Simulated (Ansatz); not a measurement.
Relaxed-ion elastic tensor of Pd (fcc (Cu type), space group No. 225) in GPa (Voigt order), PBE+D3(BJ) in the plane-wave PAW code Ansatz; density 12.01 g/cm³, 14.71 Å³ per atom.

```
 236   173   173   0.0   0.0   0.0
 173   236   173   0.0   0.0   0.0
 173   173   236   0.0   0.0   0.0
 0.0   0.0   0.0  87.4   0.0   0.0
 0.0   0.0   0.0   0.0  87.4   0.0
 0.0   0.0   0.0   0.0   0.0  87.4
```

**Question.** Is the crystal mechanically stable?

**Answer.** Yes: the smallest eigenvalue of C is 62.9 GPa.

**Question.** Work out the Voigt, Reuss and Hill averages.

**Answer.** K_V = 194, K_R = 194, K_H = 194; G_V = 65.0, G_R = 51.1, G_H = 58.0 GPa.

**Question.** Give Young's modulus, Poisson's ratio, Pugh's ratio and the universal anisotropy index.

**Answer.** E = 9KG/(3K + G) = 158 GPa; ν = 0.36; K/G = 3.34 (ductile by the Pugh limit of 1.75); A_U = 5G_V/G_R + K_V/K_R − 6 = 1.37.

**Question.** Estimate the sound speeds and the Debye temperature.

**Answer.** v_l = √((K + 4G/3)/ρ) = 4750 m/s, v_t = √(G/ρ) = 2200 m/s, mean 2480 m/s; Θ = (h/k)(3n/4πV)^(1/3) v_m = 301 K.

**Question.** Give the Zener ratio and Young's modulus along [100], [110] and [111].

**Answer.** A = 2C44/(C11 − C12) = 2.78; 1/E = S11 − 2(S11 − S12 − S44/2)Γ with Γ = 0, 1/4, 1/3 gives 89.5, 164, 228 GPa.

**Question.** Solve the Christoffel equation for the three sound speeds along [100], [110], [111].

**Answer.** Eigenvalues of C_ijkl n_j n_l equal ρv². In km/s, slowest first: [100] 2.70, 2.70, 4.43; [110] 1.62, 2.70, 4.93; [111] 2.04, 2.04, 5.08.

Space group Fm-3m (fcc (Cu type)). Symmetry was held in the PBE+D3(BJ) relaxation. The run is not spin-polarised. The pairwise dispersion correction was not fitted to metals. As this level gives no gap, shear constants depend on the k-mesh and smearing (Fermi–Dirac, 0.1 eV here). On the denser mesh and wider smearing of the elastic run this cell carries a stress of 0.4 GPa.

Potentials: the later of the program's two PAW sets.
